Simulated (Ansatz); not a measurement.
GaCuSe₂ (chalcopyrite)

```
CELL_PARAMETERS angstrom
     -2.80390     2.80390     5.54824
      2.80390    -2.80390     5.54824
      2.80390     2.80390    -5.54824
ATOMIC_POSITIONS crystal
  Cu 0.75000 0.25000 0.50000
  Cu 0.00000 0.00000 0.00000
  Ga 0.25000 0.75000 0.50000
  Ga 0.50000 0.50000 0.00000
  Se 0.12136 0.12500 0.49636
  Se 0.62864 0.62500 0.50364
  Se 0.37500 0.87864 0.00364
  Se 0.87500 0.37136 0.99636
```

E(V) scan at fixed shape, V₀ the volume above. The atoms relax within the cell's symmetry.

Calculation: r2SCAN (plane waves to 500 eV, PAW, scalar-relativistic; Ansatz, an electronic-structure program). k mesh 8×8×8 (Γ-centred), Fermi-Dirac smearing 0.05 eV. The energy includes the smearing's −TS. Compression counts positive. With the shape held, the modulus is that of even scaling; a crystal free to change shape is softer. GaCuSe2 is run without spin polarisation. GaCuSe2 was relaxed with its symmetry unable to fall. The PAW data are Ansatz's earlier set. The zero of ΔE is the relaxed starting cell.

| V (Å³/atom) | ΔE (meV/atom) |
|---|---|
| 18.320 | 169.9 |
| 19.018 | withheld |
| 19.716 | 53.2 |
| 20.414 | 22.1 |
| 21.112 | 5.2 |
| 21.810 | 0.0 |
| 22.508 | 4.6 |
| 23.206 | 17.3 |
| 23.904 | 36.6 |
| 24.601 | 61.6 |
| 25.299 | 91.0 |

Task: Fit a third-order Birch-Murnaghan form (E₀, V₀, B₀, B₀′ free) to the given rows and predict ΔE at V = 19.018.

Result: Least squares on the 10 given rows: ΔE = E₀ + (9V₀B₀/16)·y²·[2 + (B₀′ − 4)y], y = (V₀/V)^(2/3) − 1, with V₀ = 21.811 Å³/atom, B₀ = 69.58 GPa (160.2 GPa = 1 eV/Å³; the term in eV is multiplied by 1000), B₀′ = 4.79, E₀ = 0.05 meV/atom; root-mean-square residual 0.05 meV/atom. At 19.018 the fit gives 101.2 meV/atom; the calculation gives 101.3 meV/atom, so the interpolation is off by -0.1 (-0.1 %). For the pressure the fit gives 13.3 GPa against the computed 13.3 GPa.

(A scan under strain: stresses follow from slopes of the energy per volume, elastic moduli from its curvatures.)
